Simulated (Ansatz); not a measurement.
PtW:
```
PtW
1.0
    2.71382     0.00000     0.00000
    0.00000     2.71382     0.00000
    0.00000     0.00000     4.09992
Pt W
1 1
Cartesian
  0.00000   0.00000   0.00000
  1.35691   1.35691   2.04996
```

This is the PBEsol-relaxed structure.

### Question
All from the program Ansatz at the PBEsol level (PAW), unless another level is named. Predict the highest zone-centre frequency.

### Answer
165 cm⁻¹.

### Question
Give the Young's modulus.

### Answer
419 GPa.

Space group P4/mmm (L1₀ or tetragonal B2). The start of the workflow was typed in or built on a structure type; neither database checked (COD, Materials Project) lists it. Whether it is the stable phase at ambient conditions was not checked. Symmetry was held in the PBEsol relaxation; its stability against distortions is not shown here. The run is not spin-polarised. As this level gives no gap, phonon frequencies hold no LO–TO term and depend on the k-mesh and smearing (Fermi–Dirac, 0.1 eV here). On the denser mesh and wider smearing of the elastic run this cell carries a stress of 0.3 GPa. Spin–orbit coupling is left out wherever it is not named.

Potentials: the earlier of the program's two PAW sets. The files were generated under PBE; for other functionals the program regenerates the frozen cores, and for LDA and PBEsol the local potential too.
